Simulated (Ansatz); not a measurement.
Mg (hcp, Mg type)

```
Mg
1.0
    3.17453     0.00000     0.00000
   -1.58726     2.74922     0.00000
    0.00000     0.00000     5.18496
Mg
2
Direct
  0.33333   0.66667   0.75000
  0.66667   0.33333   0.25000
```

E(V) scan at fixed shape, V₀ the volume above. Symmetry pins the atoms to their sites.

Calculation: r2SCAN (plane waves to 500 eV, PAW, scalar-relativistic; Ansatz, a first-principles code). k mesh 17×17×9 (Γ-centred), Fermi-Dirac smearing 0.05 eV. The energy includes the smearing's −TS. Mg was relaxed with its symmetry unable to fall. The PAW data are Ansatz's earlier set. ΔE is measured from the relaxed starting cell.

### Question
What ΔE (eV/atom) does the calculation give at V/V₀ = 0.840, 0.880, 0.920, 0.960, 1.040, 1.080, 1.120, 1.160?

### Answer
```json
[
 {"V/V₀": "0.840", "ΔE (eV/atom)": "0.094"},
 {"V/V₀": "0.880", "ΔE (eV/atom)": "0.049"},
 {"V/V₀": "0.920", "ΔE (eV/atom)": "0.020"},
 {"V/V₀": "0.960", "ΔE (eV/atom)": "0.005"},
 {"V/V₀": "1.040", "ΔE (eV/atom)": "0.004"},
 {"V/V₀": "1.080", "ΔE (eV/atom)": "0.016"},
 {"V/V₀": "1.120", "ΔE (eV/atom)": "0.033"},
 {"V/V₀": "1.160", "ΔE (eV/atom)": "0.056"}
]
```

(A scan under strain: stresses follow from slopes of the energy per volume, elastic moduli from its curvatures.)
